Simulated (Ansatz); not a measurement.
Molecular dynamics on a 2×2×1 supercell (16 atoms) of CdCP2 (ordering on zincblende), relaxed with r2SCAN. Forces come from PBE in Ansatz 0.2.0: a Nosé-Hoover thermostat at fixed volume, 1300 K, steps of 1 fs. Classical nuclei, no spin polarisation; a few dozen steps show the first response, not equilibrium. The structure comes from a prototype and may be hypothetical.

```yaml
crystal:
  lattice:
    - [6.6096883275, 0.0, 0.0]
    - [0.0, 6.6096883275, 0.0]
    - [0.0, 0.0, 5.9718372581]
  atoms:
    - { symbol: Cd, position: [0.0, 0.0, 0.0] }
    - { symbol: P, position: [0.0, 0.25, 0.3265445761] }
    - { symbol: C, position: [0.25, 0.25, 0.5] }
    - { symbol: P, position: [0.25, 0.0, 0.6734554239] }
    - { symbol: Cd, position: [0.0, 0.5, 0.0] }
    - { symbol: P, position: [0.0, 0.75, 0.3265445761] }
    - { symbol: C, position: [0.25, 0.75, 0.5] }
    - { symbol: P, position: [0.25, 0.5, 0.6734554239] }
    - { symbol: Cd, position: [0.5, 0.0, 0.0] }
    - { symbol: P, position: [0.5, 0.25, 0.3265445761] }
    - { symbol: C, position: [0.75, 0.25, 0.5] }
    - { symbol: P, position: [0.75, 0.0, 0.6734554239] }
    - { symbol: Cd, position: [0.5, 0.5, 0.0] }
    - { symbol: P, position: [0.5, 0.75, 0.3265445761] }
    - { symbol: C, position: [0.75, 0.75, 0.5] }
    - { symbol: P, position: [0.75, 0.5, 0.6734554239] }
kpoints:
  mp_grid: { grid: [2, 2, 2] }
hamiltonian:
  xc: pbe
scf:
  occupations: { method: fermi_dirac, width: 0.112 }
md:
  ensemble: nvt_nose_hoover
  temperature: 1300
  timestep: 1.0
  n_steps: 30
  initial_velocities: maxwell_boltzmann
  seed: 6514
```

Command: `ansatz run input.yaml --threads 4 --pin off --max-ram 3686MiB --backend cpu --events-out ev --progress --plain --runs-dir out`. It took 58 s on 4 threads of Arm Neoverse V1 (shared host); peak host memory 0.89 GiB.

```
step  t (fs)  T (K)  free energy F from step 0 (meV/atom)  kinetic energy (meV/atom)  largest force (eV/Å)
   0       0   1300                                   0.0                      157.5                  0.62
   1       1   1285                                   1.8                      155.8                  0.75
   2       2   1264                                   4.3                      153.2                  0.88
   3       3   1238                                   7.5                      150.0                  1.00
   4       4   1206                                  11.5                      146.1                  1.11
   5       5   1168                                  16.0                      141.6                  1.22
   6       6   1126                                  21.1                      136.5                  1.31
   7       7   1081                                  26.6                      130.9                  1.40
   8       8   1032                                  32.6                      125.0                  1.56
   9       9    981                                  38.8                      118.9                  1.76
  10      10    930                                  45.0                      112.6                  1.96
  11      11    879                                  51.2                      106.5                  2.15
  12      12    830                                  57.1                      100.6                  2.31
  13      13    786                                  62.6                       95.2                  2.46
  14      14    746                                  67.5                       90.4                  2.57
  15      15    713                                  71.6                       86.3                  2.64
  16      16    686                                  74.8                       83.1                  2.68
  17      17    667                                  77.3                       80.8                  2.69
  18      18    654                                  78.8                       79.3                  2.66
  19      19    648                                  79.6                       78.6                  2.61
  20      20    648                                  79.7                       78.6                  2.55
  21      21    653                                  79.2                       79.1                  2.48
  22      22    661                                  78.3                       80.1                  2.40
  23      23    672                                  77.1                       81.4                  2.49
  24      24    684                                  75.7                       82.9                  2.59
  25      25    697                                  74.3                       84.5                  2.67
  26      26    710                                  72.8                       86.1                  2.75
  27      27    723                                  71.4                       87.6                  2.81
  28      28    736                                  70.1                       89.1                  2.85
  29      29    747                                  68.8                       90.5                  2.86
  30      30    758                                  67.7                       91.8                  2.85
```

The temperature starts at 1300 K, is lowest at step 20 (648 K, 20 fs) and ends at 758 K. The thermostat hasn't had time to restore it. The atoms start on their lattice sites with kinetic energy alone, so much of it first passes into potential energy. By the last step the atoms have moved 0.19 Å in the root mean square, the drift of the whole cell taken out, 0.44 Å at most.

Positions (Å) and forces (eV/Å) at step 30:
```
Cd  -0.123  -0.192   0.010     1.117   0.424   1.139
P    0.000   1.612   1.932    -0.171  -0.271   0.496
C    1.534   1.670   3.069     0.061   0.387  -0.477
P    1.631   0.231   4.157    -0.313  -0.596  -0.316
Cd  -0.073   3.345  -0.001     0.368  -0.542   0.583
P    0.115   4.866   1.972    -0.333   0.892   1.156
C    1.611   5.015   3.156     0.080   0.540  -0.969
P    1.619   3.409   4.069    -0.252   0.142  -0.415
Cd   3.415   0.076  -0.044    -0.666   0.187   0.735
P    3.272   1.592   2.119     0.048   0.345  -0.576
C    5.060   1.623   3.073     0.220  -1.374  -0.165
P    5.053  -0.107   4.115     0.059  -0.046  -2.851
Cd   3.332   3.355  -0.120     0.161  -0.237   1.131
P    3.188   5.064   1.993     1.053  -0.283   0.344
C    5.182   5.299   2.801    -0.925  -0.576   0.693
P    5.097   3.104   4.033    -0.506   1.007  -0.507
```
